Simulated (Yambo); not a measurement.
Yambo run on VCu3S4 (space group P-43m, No. 215). The wavefunctions are norm-conserving PBEsol (Quantum ESPRESSO, 92 Ry, without SOC) ones on a 2×2×2 mesh (47 occupied bands); a = b = c = 5.3699 Å, α = β = γ = 90.00°.

Yambo input:

```
rim_cut
HF_and_locXC
RandQpts= 1000000
RandGvec= 1 Ry
EXXRLvcs= 92 Ry
VXCRLvcs= 368 Ry
% QPkrange
 1 | 1 | 47 | 48 |
 2 | 2 | 47 | 48 |
 3 | 3 | 47 | 48 |
 4 | 4 | 47 | 48 |
%
```

k points by index: 1 = Γ, 2 = X, 3 = M, 4 = R.

The o-*.hf file then holds:

```
#    K-point    Band    Eo [eV]    Ehf [eV]    Vxc [eV]    Vnlxc [eV]
#
    1    47    -0.635066    -4.951997    -25.22523    -29.54216
    1    48    1.146976    7.029212    -23.09534    -17.21310
    2    47    -0.587525    -5.486614    -23.22737    -28.12646
    2    48    1.021697    6.121661    -21.50128    -16.40132
    3    47    -0.170872    -4.685146    -21.55056    -26.06483
    3    48    1.260858    7.186123    -22.67540    -16.75013
    4    47    0.000000    -4.557987    -22.21366    -26.77165
    4    48    1.561427    6.690635    -20.32932    -15.20011
```
Exchange alone, without screening.

Geometry of the Materials Project entry, not relaxed at this level.

The runs are not spin-polarised; magnetic order was not tried.
